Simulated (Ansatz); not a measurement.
## Fields on a plane of TiB2 (AlB2 type, space group P6/mmm)

```yaml
crystal:
  lattice:
    - [3.03199, 0.00000, 0.00000]
    - [-1.51599, 2.62578, 0.00000]
    - [0.00000, 0.00000, 3.22435]
  atoms:
    - { symbol: Ti, position: [0.00000, 0.00000, 0.00000] }
    - { symbol: B, position: [0.33333, 0.66667, 0.50000] }
    - { symbol: B, position: [0.66667, 0.33333, 0.50000] }
```

The slice is a (1 -1 0 0) plane (indices of the conventional cell) through the point (0.667, 0.333, 0.500) (fractional), spanned by u = [110] and v = [001] in vectors of this cell: u (3.03 Å) and v (3.22 Å, at 90° to u). It covers one period; positions are fractions (u, v).

Atoms on it: B at (0.00, 0.00). Other atoms lie within 1 Å of the plane.

Calculation: PBE (plane waves to 420 eV, PAW, scalar-relativistic; Ansatz, a program for electronic structure). k mesh 18×18×14. Near the nuclei the fields are pseudised (PAW); where an atom keeps semicore shells as valence, they peak there. TiB2 is run without spin polarisation. TiB2 was relaxed with its symmetry unable to fall.

```
|xxxxxx++%%@@@@%%########%%@@@@%%++xxxx|
|xxxx::**@@@@@@%%##****##%%@@@@@@**::xx|
|--==**%%@@@@%%##**++++**##%%@@@@%%**==|
|**##%%%%%%##**++==----==++**##%%%%%%##|
|%%%%%%%%##**==::::....::::==**##%%%%%%|
|%%%%##**++--....        ....--++**##%%|
|####**++--..                ..--++**##|
|++++==--..        ....        ..--==++|
|====--::        ........        ::--==|
|==----..        ..::::..        ..----|
|====--::        ........        ::--==|
|++++==--..        ....        ..--==++|
|####**++--..                ..--++**##|
|%%%%##**++--....        ....--++**##%%|
|%%%%%%%%##**==::::....::::==**##%%%%%%|
|**##%%%%%%##**++==----==++**##%%%%%%##|
|--==**%%@@@@%%##**++++**##%%@@@@%%**==|
|xxxx::**@@@@@@%%##****##%%@@@@@@**::xx|
|xxxxxx++%%@@@@%%########%%@@@@%%++xxxx|
|xxxxxx==%%@@@@@@########@@@@@@%%==xxxx|
```
Scale: ten equal steps from 0.11 (start of ' ') to 0.75 (end of '@'), in the order ' .:-=+*#%@'. Values: electron localisation function (ELF). The map has 19 points along u (two characters each, u = 0 at the left) and 20 along v (v = 0 in the bottom row). Points within 0.4 Å of a nucleus are blanked (x), as the pseudised field means little there.

```
|xxxxx0344334430xxxx|
|xxxx024444444420xxx|
|xxxx035544445530xxx|
|xx0035554444555300x|
|1134565433334565431|
|6666664310013466666|
|8887653000000356788|
|9987641000000146789|
|9987530000000035789|
|9997530000000035799|
|9987530000000035789|
|9987641000000146789|
|8887653000000356788|
|6666664310013466666|
|1134565433334565431|
|xx0035554444555300x|
|xxxx035544445530xxx|
|xxxx024444444420xxx|
|xxxxx0344334430xxxx|
|xxxxx0343333430xxxx|
```
Scale: ten equal steps from 3.00 (start of '0') to 11.40 (end of '9'), in the order '0123456789'. Values: electrostatic potential energy of an electron, from the cell's mean, in eV. The map has 19 points along u (one character each, u = 0 at the left) and 20 along v (v = 0 in the bottom row). Points within 0.7 Å of a nucleus are blanked (x), as the pseudised field means little there. Values under 3 eV are set to 3. The zero, the cell's mean, hangs on the PAW cores.
